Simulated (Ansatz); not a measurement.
Ti₃AlN (anti-perovskite, Pm-3m) under volume change, the program Ansatz at the LDA level (PAW), scaled uniformly.

```csv
V (Å³/atom),E − E(relaxed) (meV/atom),P (GPa)
12.094,72.8,21.11
12.493,[?],[?]
12.892,7.3,5.99
13.290,0.0,0.00
13.689,6.6,-5.14
14.088,[?],[?]
14.487,53.6,-13.33
```

Problem. Some entries are withheld; supply them.

Solution. 
- 14.088, E − E(relaxed) (meV/atom): 25.0
- 14.088, P (GPa): -9.55
- 12.493, E − E(relaxed) (meV/atom): 30.6
- 12.493, P (GPa): 12.97

Problem. What does a third-order Birch–Murnaghan fit give for V₀, B₀ and B′?

Solution. V₀ = 13.29 Å³/atom, B₀ = 185 GPa, B′ = 4.1.

The first step of the workflow began from a Materials Project structure, measured or hypothetical; the Crystallography Open Database copy checked does not list it. Its standing as an ambient phase is unchecked. Symmetry was held in the LDA relaxation; whether a distortion lowers the energy is not shown. The run is not spin-polarised.

Potentials: the later of the program's two PAW sets.
